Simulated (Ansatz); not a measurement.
WO₃:
```
WO3
1.0
    5.24276     0.00000     0.00000
    0.00000     5.17397     0.00000
   -0.18591     0.00000     7.63120
W O
4 12
Direct
  0.74589   0.26589   0.71773
  0.25411   0.73411   0.28227
  0.25411   0.76589   0.78227
  0.74589   0.23411   0.21773
  0.45539   0.03899   0.22200
  0.54461   0.96101   0.77800
  0.54461   0.53899   0.27800
  0.45539   0.46101   0.72200
  0.25169   0.69469   0.00819
  0.74831   0.30531   0.99181
  0.74831   0.19469   0.49181
  0.25169   0.80531   0.50819
  0.03665   0.04043   0.77810
  0.96335   0.95957   0.22190
  0.96335   0.54043   0.72190
  0.03665   0.45957   0.27810
```

This is the LDA-relaxed structure. Cartesian axes are those of the cell as given.

Question: All from LDA (plane waves, PAW; program Ansatz), unless another level is named. Predict the smallest direct gap on the standard path.

Answer: 1.76 eV.

Question: Give the formation energy from the elements (no fitted shifts).

Answer: -2.25 eV/atom.

Question: Predict the electron effective mass.

Answer: 0.34, 0.65, 6.9 mₑ (principal values).

Question: What about the band gap?

Answer: 1.71 eV (indirect).

Question: Give the conduction-band minimum.

Answer: off the standard path, at k = (0.016, 0.000, -0.104) in fractions of the reciprocal vectors.

Space group P2_1/c. The first step of the workflow began from a Materials Project structure, measured or hypothetical; the Crystallography Open Database files this formula in space group No. 14, but the cells were not matched. Its standing as an ambient phase is unchecked. The cell was relaxed with LDA under the symmetry of its start; its stability against distortions is not shown here. The run is not spin-polarised. No Hubbard U is applied. The references are the lowest solids computed at this level, not always the standard phases (solids in place of the gases). Spin–orbit coupling is left out wherever it is not named.

Potentials: the later of the program's two PAW sets.
